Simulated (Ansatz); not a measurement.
HPbNO4 and the effect of the functional

```yaml
crystal:
  lattice:
    - [3.85404, 0.14384, 0.09012]
    - [-0.25320, 5.52698, 0.16471]
    - [-0.48197, -1.92720, 5.72025]
  atoms:
    - { symbol: H, position: [0.10913, 0.65718, 0.54463] }
    - { symbol: Pb, position: [0.61029, 0.52127, 0.15100] }
    - { symbol: N, position: [0.91580, 0.96263, 0.95867] }
    - { symbol: O, position: [0.01384, 0.13639, 0.88084] }
    - { symbol: O, position: [0.72398, 0.01057, 0.12858] }
    - { symbol: O, position: [0.00389, 0.73732, 0.87043] }
    - { symbol: O, position: [0.11927, 0.59324, 0.37651] }
```

The cell comes from a database or a generator and needn't be the stable form of this composition.

Kept alike: task band structure; k mesh 7 × 5 × 5; occupations fermi-dirac, width 0.05 eV; no spin polarisation. Program: Ansatz, Ansatz PAW. Cutoffs run from 420 to 500 eV. The mesh is that of the run's cell of 7 atoms. No spin-orbit coupling.

| functional | band gap (eV) | pressure (GPa) |
| --- | --- | --- |
| BLYP | 3.105 | 1.70 |
| PBE | 3.130 | 0.00 |
| PBEsol | 3.139 | -2.19 |
| r2SCAN | 3.465 | -2.51 |
| revPBE | 3.167 | 1.57 |

Pressure is positive in compression, with a Pulay correction for the finite cutoff. Spin-orbit coupling, left out here, moves the band edges of heavy atoms and can close or invert small gaps. Gaps are the smaller of the mesh's and the band path's. All rows use potentials made for PBE.

Problem. What does the functional change here?

Solution. The band gap runs from 3.105 (BLYP) to 3.465 eV (r2SCAN). From PBE: BLYP -0.025; PBEsol +0.009; r2SCAN +0.335; revPBE +0.037. The pressure runs from -2.51 (r2SCAN) to 1.70 GPa (BLYP). From PBE: BLYP +1.70; PBEsol -2.19; r2SCAN -2.51; revPBE +1.57. A positive pressure means that the functional's own cell is larger than the one given, a negative one that it is smaller.
